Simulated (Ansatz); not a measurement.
# Al: opening a crack plane

Al, P6_3/mmc, a = 2.836 Å, c = 9.322 Å. This isn't the element's structure at ambient conditions. Ansatz: PBEsol, PAW, 420 eV, Γ-centred 5×17×5 mesh on 16 atoms, Gaussian smearing 0.15 eV; no spin polarisation. One cut on (101) per cell of 16 atoms is opened rigidly by x, between planes of Al and Al that stand 0.99 Å apart; y is the energy per area (27.343 Å², 1 eV/Å² = 16.02 J/m²).

```
x (Å) y (J/m²)
 0.00     0.000
 0.25     0.141
 0.50     0.426
 0.75         ?
 1.00     1.005
 1.50     1.460
 2.00     1.760
 3.00     2.034
 4.50     2.110
 6.00     2.116
```

Q: Fit the universal binding curve y = W[1 − (1 + x/l) e^(−x/l)] to the other rows, give the peak stress, and predict the missing value.

A: Least squares gives W = 2.12 J/m² and l = 0.624 Å. The stress dy/dx peaks at x = l with W/(e l) = 12.5 GPa, for rigid faces. At x = 0.75: x/l = 1.202, y = 0.717 J/m². The run gave 0.726 J/m², so the fit is 0.009 J/m² too low, within the rms miss on the fitted rows (0.010 J/m²).

Cost: 11 runs of about 15 core-minutes in all, on AMD EPYC 9R45 (Zen 5) (shared hosts).